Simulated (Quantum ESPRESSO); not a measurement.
RbCl is taken in the cubic space group Fm-3m (No. 225), the rock salt structure, Pearson symbol cF8. Cell: a = 6.5409 Å, b = 6.5409 Å, c = 6.5409 Å, α = 90.00°, β = 90.00°, γ = 90.00°. Cl on 4b is surrounded by 6 Rb at 3.270 Å (octahedral). Rb on 4a has 6 Cl at 3.270 Å (octahedral). (Neighbours: up to the widest gap in distance over summed covalent radii, below 1.35, at either atom; cation-cation contacts left out.)
(The calculation used a cell of 2 atoms; values per cell refer to that cell.)

Cell and atoms were relaxed with PBEsol from Materials Project entry mp-23295, within its symmetry.

**Question.** What does PBEsol (pw.x of Quantum ESPRESSO, ONCV potentials, with spin-orbit coupling) give for the electronic structure near the Fermi level?

**Answer.** The PBEsol gap is direct, 4.85 eV at Γ.
